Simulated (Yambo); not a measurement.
Ba2MoZnO6 (space group Fm-3m, No. 225); a = b = c = 5.827 Å, α = β = γ = 60.00°. With the G0W0 scissor the direct gap on the mesh is 3.51 eV.

**Question.** Can the lowest exciton of this BSE run be trusted, and with what binding energy? (Yambo, PBEsol bands; 4×4×4 mesh, 17 valence and 6 conduction bands, static screening with 94 bands and a 3 Ry block, scissor 1.32 eV, Tamm-Dancoff.)

**Answer.** The mesh holds a bound state, but the numbers are provisional. These are vertical excitations (zero momentum). The lowest state lies at 2.75 eV (dark for light along x), the direct quasiparticle gap on this mesh at 3.51 eV. Its binding energy, counted from that gap, is 0.77 eV; it spreads over about 51 k points of the mesh. Convergence with the mesh was not shown. The first optically allowed state is at 3.17 eV. The scissor comes from a G0W0 run whose convergence isn't established. Spin-orbit splittings are left out.

Geometry of the Materials Project entry, not relaxed at this level.

The structure is a Materials Project entry; no match was found in the copy of COD used, and its stability was not checked.

With a shallow 3d shell G0W0 needs far more bands and larger blocks than here, so the scissor is uncertain by tenths of an eV or more.
